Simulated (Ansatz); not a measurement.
## Calculated electric field gradients for CoSi

The cell is a COD entry (the entry's cell lengths or inner coordinates differ somewhat from later room-temperature determinations).

Space group P2_13 (No. 198); a = 4.4380 Å.

```csv
site,Wyckoff,site symmetry,x,y,z
Co,4a,.3.,0.1400,0.1400,0.1400
Si,4a,.3.,0.8430,0.8430,0.8430
```

One atom of each set is listed.

Level of theory: DFT, PBE, plane waves and PAW, scalar-relativistic, collinear spin, 420 eV cutoff, Γ-centred 7×7×7 k-points, Fermi–Dirac smearing 0.05 eV (Ansatz 0.2.0). Start moments as typed (μB): 2 on each Co, none on the rest.

V_zz is the principal component of the electric field gradient with the largest magnitude, η = (V_xx − V_yy)/V_zz and C_Q = eQV_zz/h. ν_Q = 3|C_Q|/[2I(2I − 1)].

⁵⁹Co: I = 7/2, Q = 420.0 mb. Q values from Pyykkö, Mol. Phys. 116, 1328 (2018).

(1) Give the quadrupolar parameters of the distinct sites.

## Answers

(1) 

```tsv
site	atoms	first shell	C_Q (MHz)	η	ν_Q (MHz)
Co	4	7 Si at 2.28–2.47 Å, 6 Co at 2.72 Å	6.90	0.00	0.493
```

An axis of threefold or higher order runs through Co, so V_zz lies along it and η is zero.

Si has no stable isotope with a ground-state quadrupole moment in the table, so these sites are left out.

The largest force is 0.3 eV/Å, so the atoms aren't at the calculated equilibrium and relaxing them would move these values. With no gap above 0.1 eV, as in a metal, the gradients converge slowly in k; expect changes of a tenth or more on a denser mesh. With these PAW files V_zz is typically within 2 to 3 % of all-electron values, but misses above 10 % occur on Co. The start moments die out, and the run ends without spin.

The run took 61 s of wall time (61 s of CPU time) and 0.47 GiB at its peak, on 1 thread of Arm Neoverse V1 (aarch64; 8 cores open to the job, memory cap 3.0 GiB, no GPU), a shared host with a load of 0.7 a core.
